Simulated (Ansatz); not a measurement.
Question: Name crystals whose computed values (DFT-PBE in the program Ansatz with PAW potentials) fall in these windows: B₀ by P(V) fit (GPa) 19 to 25; electron conductivity mass (mₑ) 0.21 to 0.30; gap (eV) 1.9 to 2.6.

Answer: 

```
crystal          B₀ by P(V) fit (GPa)  electron conductivity mass (mₑ)  gap (eV)
---------------  --------------------  -------------------------------  --------
TlCl, CsCl type                  22.1                             0.25      2.20
TlBr, CsCl type                  19.7                             0.22      1.99
```
Others may fit too.

All cells were relaxed under the symmetry of their starts (and spin orders); stability against distortions was not tested throughout. Scalar-relativistic: spin–orbit coupling is off unless named, which matters more the heavier the elements.

Potentials: the later of the program's two PAW sets.
